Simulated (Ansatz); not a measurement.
Sc (dhcp (α-La type), space group No. 194) under volume change, DFT-PBEsol in the program Ansatz with PAW potentials, shape and atoms relaxed at each volume.

| V (Å³/atom) | E − E(relaxed) (meV/atom) | P (GPa) |
|---|---|---|
| 21.453 | … | … |
| 22.160 | 15.8 | 3.72 |
| 22.868 | 3.8 | 1.75 |
| 23.575 | 0.0 | 0.00 |
| 24.282 | 3.5 | -1.54 |
| 24.989 | … | … |
| 25.697 | 28.9 | -4.12 |

Question: Fill in the missing entries.

Answer: 
- 21.453, E − E(relaxed) (meV/atom): 37.0
- 21.453, P (GPa): 5.97
- 24.989, E − E(relaxed) (meV/atom): 13.4
- 24.989, P (GPa): -2.91

Question: What does a third-order Birch–Murnaghan fit give for V₀, B₀ and B′?

Answer: V₀ = 23.57 Å³/atom, B₀ = 54.7 GPa, B′ = 3.1.

Space group P6_3/mmc (dhcp (α-La type)). The start of the workflow was typed in or built on a structure type. Its sites differ from those of the usual phase in this space group: another stacking or structure type. Symmetry was held in the PBEsol relaxation; its stability against distortions is not shown here. The run is not spin-polarised.

Potentials: the earlier of the program's two PAW sets. The files were generated under PBE; for other functionals the program regenerates the frozen cores, and for LDA and PBEsol the local potential too.
